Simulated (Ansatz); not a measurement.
Geometry optimisation in Ansatz: input, command and trajectory.

```yaml
crystal:
  lattice:
    - [4.3012605061, 0.0, 0.0]
    - [-2.150630253, 3.7250008666, 0.0]
    - [0.0, 0.0, 4.6442181544]
  atoms:
    - { symbol: K, position: [0.3333333333, 0.6666666667, 0.5] }
    - { symbol: K, position: [0.6666666667, 0.3333333333, 0.5] }
    - { symbol: H, position: [0.0, 0.0, 0.0] }
basis:
  ecutwfc: 420
kpoints:
  mp_grid: { grid: [6, 6, 4] }
hamiltonian:
  xc: pbe
scf:
  occupations: { method: gaussian, width: 0.1 }
  lower_state_search: "off"
output:
  forces: true
  stress: true
  eigenvalues: true
relax:
  adjacent_minimum: "off"
  f_tol: 0.04
  max_steps: 70
  cell: { stress_tol: 0.4 }
```

```bash
ansatz run input.yaml --threads 1 --pin off --max-ram 2560MiB --backend cpu --events-out ev --progress --plain --runs-dir out
```

Method: Ansatz, DFT PBE, scalar-relativistic, plane waves, PAW.

Of 11 frames 10 are shown, positions in Å and forces in eV/Å; the SCF threshold varies from step to step. Steps run on the plane waves of an earlier cell, with a Pulay correction in the pressure. The basis is chosen afresh for the last frame, the zero of the energies, and at times for earlier ones too; energy and pressure step there, also at an unchanged geometry. Here that happened at step 8 (-33 meV/atom, 1.0 GPa); the frames before carry an error of that size.

```xyz
3
Lattice="4.3013 0.0000 0.0000 -2.1506 3.7250 0.0000 0.0000 0.0000 4.6442" Properties=species:S:1:pos:R:3:forces:R:3 pbc="T T T" step=1 free_energy_over_end_meV_per_atom=813.49 pressure_GPa=8.98
K     0.0000    2.4833    2.3221    0.0000    0.0000    0.0000
K     2.1506    1.2417    2.3221    0.0000    0.0000    0.0000
H     0.0000    0.0000    0.0000    0.0000    0.0000    0.0000
3
Lattice="4.5121 0.0000 0.0000 -2.2560 3.9076 0.0000 0.0000 0.0000 4.5230" Properties=species:S:1:pos:R:3:forces:R:3 pbc="T T T" step=2 free_energy_over_end_meV_per_atom=588.25 pressure_GPa=6.00
K     0.0000    2.6050    2.2615    0.0000    0.0000    0.0000
K     2.2560    1.3025    2.2615    0.0000    0.0000    0.0000
H     0.0000    0.0000    0.0000    0.0000    0.0000    0.0000
3
Lattice="4.7216 0.0000 0.0000 -2.3608 4.0891 0.0000 0.0000 0.0000 4.3620" Properties=species:S:1:pos:R:3:forces:R:3 pbc="T T T" step=3 free_energy_over_end_meV_per_atom=405.88 pressure_GPa=4.33
K     0.0000    2.7260    2.1810    0.0000    0.0000    0.0000
K     2.3608    1.3630    2.1810    0.0000    0.0000    0.0000
H     0.0000    0.0000    0.0000    0.0000    0.0000    0.0000
3
Lattice="4.9313 0.0000 0.0000 -2.4656 4.2706 0.0000 0.0000 0.0000 4.1739" Properties=species:S:1:pos:R:3:forces:R:3 pbc="T T T" step=4 free_energy_over_end_meV_per_atom=244.20 pressure_GPa=3.46
K     0.0000    2.8471    2.0870    0.0000    0.0000    0.0000
K     2.4656    1.4235    2.0870    0.0000    0.0000    0.0000
H     0.0000    0.0000    0.0000    0.0000    0.0000    0.0000
3
Lattice="5.1463 0.0000 0.0000 -2.5732 4.4569 0.0000 0.0000 0.0000 3.9796" Properties=species:S:1:pos:R:3:forces:R:3 pbc="T T T" step=5 free_energy_over_end_meV_per_atom=129.24 pressure_GPa=2.42
K     0.0000    2.9712    1.9898    0.0000    0.0000    0.0000
K     2.5732    1.4856    1.9898    0.0000    0.0000    0.0000
H     0.0000    0.0000    0.0000    0.0000    0.0000    0.0000
3
Lattice="5.5711 0.0000 0.0000 -2.7855 4.8247 0.0000 0.0000 0.0000 3.8338" Properties=species:S:1:pos:R:3:forces:R:3 pbc="T T T" step=7 free_energy_over_end_meV_per_atom=57.34 pressure_GPa=0.15
K     0.0000    3.2164    1.9169    0.0000    0.0000    0.0000
K     2.7855    1.6082    1.9169    0.0000    0.0000    0.0000
H     0.0000    0.0000    0.0000    0.0000    0.0000    0.0000
3
Lattice="5.5711 0.0000 0.0000 -2.7855 4.8247 0.0000 0.0000 0.0000 3.8338" Properties=species:S:1:pos:R:3:forces:R:3 pbc="T T T" step=8 free_energy_over_end_meV_per_atom=24.16 pressure_GPa=1.20
K     0.0000    3.2164    1.9169    0.0000    0.0000    0.0000
K     2.7855    1.6082    1.9169    0.0000    0.0000    0.0000
H     0.0000    0.0000    0.0000    0.0000    0.0000    0.0000
3
Lattice="5.7411 0.0000 0.0000 -2.8706 4.9720 0.0000 0.0000 0.0000 3.8965" Properties=species:S:1:pos:R:3:forces:R:3 pbc="T T T" step=9 free_energy_over_end_meV_per_atom=7.74 pressure_GPa=0.59
K     0.0000    3.3146    1.9482    0.0000    0.0000    0.0000
K     2.8706    1.6573    1.9482    0.0000    0.0000    0.0000
H     0.0000    0.0000    0.0000    0.0000    0.0000    0.0000
3
Lattice="5.9298 0.0000 0.0000 -2.9649 5.1354 0.0000 0.0000 0.0000 3.9559" Properties=species:S:1:pos:R:3:forces:R:3 pbc="T T T" step=10 free_energy_over_end_meV_per_atom=0.82 pressure_GPa=0.11
K     0.0000    3.4236    1.9779    0.0000    0.0000    0.0000
K     2.9649    1.7118    1.9779    0.0000    0.0000    0.0000
H     0.0000    0.0000    0.0000    0.0000    0.0000    0.0000
3
Lattice="5.9298 0.0000 0.0000 -2.9649 5.1354 0.0000 0.0000 0.0000 3.9559" Properties=species:S:1:pos:R:3:forces:R:3 pbc="T T T" step=11 free_energy_over_end_meV_per_atom=0.00 pressure_GPa=0.11
K     0.0000    3.4236    1.9779    0.0000    0.0000    0.0000
K     2.9649    1.7118    1.9779    0.0000    0.0000    0.0000
H     0.0000    0.0000    0.0000    0.0000    0.0000    0.0000
```

The start puts this composition into another compound's structure type, which needn't suit it. The cell swells from 24.8 to 40.2 Å³ an atom, so the end can be far from any stable crystal. At the end the space group is P6/mmm (tolerance 0.05 Å).

Time: 18 s on 1 thread of Arm Neoverse V2, with other jobs on the host, peak memory 0.34 GiB.

The k mesh is coarse.